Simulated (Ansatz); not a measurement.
# Computed properties of La

La:
```
La
1.0
    3.77481     0.00000     0.00000
   -1.88741     3.26908     0.00000
    0.00000     0.00000    12.06271
La
4
Direct
  0.00000   0.00000   0.00000
  0.00000   0.00000   0.50000
  0.33333   0.66667   0.25000
  0.66667   0.33333   0.75000
```

Space group P6_3/mmc (No. 194), dhcp (α-La type); conventional cell a = b = 3.7748 Å, c = 12.0627 Å, α = β = 90.00°, γ = 120.00°.

Method: r²SCAN in the plane-wave PAW code Ansatz. Geometry: relaxed at this level of theory. Other levels are named where they apply.

**Cell and energy**

| Quantity | Value |
|---|---|
| Volume per atom | 37.21 Å³ |
| Density | 6.20 g/cm³ |

**Electronic structure**

| Property | Result |
|---|---|
| Electronic character | metallic (no gap) |
| Density of states at the Fermi level | 1.6 states/eV per atom (mean over ±0.08 eV) |
| Gap with spin–orbit coupling | none (metallic) |

**Mechanics**

| Property | Result |
|---|---|
| Bulk modulus (Birch–Murnaghan fit) | 23.0 GPa |
| Pressure derivative B′ | 2.0 |
| Elastic constants (relaxed ions, GPa) | C11 = 43.0, C12 = 17.7, C13 = 9.7, C33 = 49.0, C44 = 12.3 |
| Mechanical stability | stable (all eigenvalues of C positive) |
| Hill bulk and shear moduli | 23.2 and 13.7 GPa |
| Young's modulus | 34.4 GPa |
| Poisson's ratio | 0.25 |
| Debye temperature from the elastic constants | 147 K |

**Phonons**

| Item | Result |
|---|---|
| Highest zone-centre frequency | 68 cm⁻¹ |
| Zone-centre stability | no imaginary mode at Γ |

Symmetry was held in the r²SCAN relaxation. As this level gives no gap, shear constants depend on the k-mesh and smearing (Fermi–Dirac, 0.1 eV here). As this level gives no gap, phonon frequencies hold no LO–TO term and depend on the k-mesh and smearing (Fermi–Dirac, 0.1 eV here). Axis ratios of metals converge slowly with the k-mesh, so a and c are less sure than the volume. Scalar-relativistic: spin–orbit coupling is off unless named, which matters more the heavier the elements.

Potentials: the earlier of the program's two PAW sets.
